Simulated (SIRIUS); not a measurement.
Worked example: self-consistent single point of MgO (Fm-3m, 8 atoms in the cell; from Materials Project mp-1265, changed as shown) in SIRIUS.

Computed with PBE, GBRV PBE ultrasoft pseudopotentials (plane waves; SIRIUS).

The change in words: lattice scaled by 0.98. Reference geometry (Fm-3m):
```yaml
crystal:
  lattice:
    - [4.19400, 0.00000, 0.00000]
    - [0.00000, 4.19400, 0.00000]
    - [0.00000, 0.00000, 4.19400]
  atoms:
    - { symbol: Mg, position: [0.00000, 0.00000, 0.00000] }
    - { symbol: Mg, position: [0.00000, 0.50000, 0.50000] }
    - { symbol: Mg, position: [0.50000, 0.00000, 0.50000] }
    - { symbol: Mg, position: [0.50000, 0.50000, 0.00000] }
    - { symbol: O, position: [0.50000, 0.00000, 0.00000] }
    - { symbol: O, position: [0.50000, 0.50000, 0.50000] }
    - { symbol: O, position: [0.00000, 0.00000, 0.50000] }
    - { symbol: O, position: [0.00000, 0.50000, 0.00000] }
```

Reference input (self-consistent single point, DFT, PBE, plane waves, GBRV PBE ultrasoft pseudopotentials): parameters.ngridk = 6 6 6; parameters.xc_functionals = [XC_GGA_X_PBE, XC_GGA_C_PBE]; parameters.gk_cutoff = 6.325 1/bohr; parameters.pw_cutoff = 14.143 1/bohr; parameters.smearing = gaussian; parameters.smearing_width = 0.0001 Ha; potentials = GBRV PBE ultrasoft pseudopotentials; parameters.electronic_structure_method = pseudopotential; parameters.num_bands = 38; parameters.num_mag_dims = 0; parameters.num_dft_iter = 100; parameters.energy_tol = 1e-07 Ha. This run's input differs from it in these lines:

```diff
@@ -32,5 +32,5 @@
     "lattice_vectors": [
-      [7.9255113667, 0.0, 0.0],
-      [0.0, 7.9255113667, 0.0],
-      [0.0, 0.0, 7.9255113667]
+      [7.7670011393, 0.0, 0.0],
+      [0.0, 7.7670011393, 0.0],
+      [0.0, 0.0, 7.7670011393]
     ],
@@ -45,11 +45,11 @@
         [0.0, 0.0, 0.0],
-        [0.0, 3.9627556833, 3.9627556833],
-        [3.9627556833, 0.0, 3.9627556833],
-        [3.9627556833, 3.9627556833, 0.0]
+        [0.0, 3.8835005697, 3.8835005697],
+        [3.8835005697, 0.0, 3.8835005697],
+        [3.8835005697, 3.8835005697, 0.0]
       ],
       "O": [
-        [3.9627556833, 0.0, 0.0],
-        [3.9627556833, 3.9627556833, 3.9627556833],
-        [0.0, 0.0, 3.9627556833],
-        [0.0, 3.9627556833, 0.0]
+        [3.8835005697, 0.0, 0.0],
+        [3.8835005697, 3.8835005697, 3.8835005697],
+        [0.0, 0.0, 3.8835005697],
+        [0.0, 3.8835005697, 0.0]
       ]
```

Output, abridged:

```
[find] density tolerance         : 1e-06
[find] total energy tolerance    : 1e-07
[find] iter_solver_tol (initial) : 0.01
[find] iter_solver_tol (target)  : 1e-13
[find] num_dft_iter              : 100
Charges and magnetic moments
--------------------------------------------------------------------------------
total charge          : 64.000000
[find] | SCF iteration   0 out of 100|
[diagonalize] iterative solver tolerance (occupied, empty): 0.01 0.01
[diagonalize] average number of iterations: 3.95
[find] Charges and magnetic moments
[find] total charge          : 64.000000
[find] Energy
   [... lines left out ...]

[find] Charges and magnetic moments
[find] total charge          : 64.000000
[find] Energy
[find] smearing (-TS)                 :       0.00000000
[find] Total energy                   :    -315.72965944 (Ha),    -631.45931887 (Ry)
[find] Free energy (E-TS)             :    -315.72965944 (Ha),    -631.45931887 (Ry)
[find] band gap (eV)                  :       5.51851682
[find] Efermi                         :       0.43810135
[find] iteration : 12, RMS (target) : 6.1786e-07 (1.0000e-06) , energy difference (target) : -1.9668e-11 (1.0000e-07)
[find] bands are converged : true
[find] iterative solver converged : true
[find] converged after 13 SCF iterations!
[find] Charges and magnetic moments
[find] total charge          : 64.000000
[find] Energy
[find] smearing (-TS)                 :       0.00000000
[find] Total energy                   :    -315.72965944 (Ha),    -631.45931887 (Ry)
[find] Free energy (E-TS)             :    -315.72965944 (Ha),    -631.45931887 (Ry)
[find] band gap (eV)                  :       5.51851682
[find] Efermi                         :       0.43810135
[ground_state] === stress tensor components [kbar] ===
[ground_state] === stress_total ===
[ground_state]  -193.281936    0.000000   -0.000000
[ground_state]     0.000000 -193.281936    0.000000
[ground_state]    -0.000000    0.000000 -193.281936
[ground_state] ==== total Forces in Ha/bohr =====
[ground_state] atom:    0, force:       0.0000000      0.0000000      0.0000000
   [... zero for the other atoms too ...]
```

The run converged in 13 iterations. SIRIUS prints the stress tensor with tension positive. Against the reference run the free energy rises by 43.9 meV/atom, the pressure goes from 7.18 to 19.33 GPa and the gap on the mesh goes from 4.896 to 5.519 eV.

The structure comes from a collection of computed structures, made at another level of theory; the collection holds predicted forms beside known ones.

Cost on one core: about 23 core-seconds (a rough figure).

The gap that the log prints is read on the run's mesh, which can miss the band edges or a crossing.
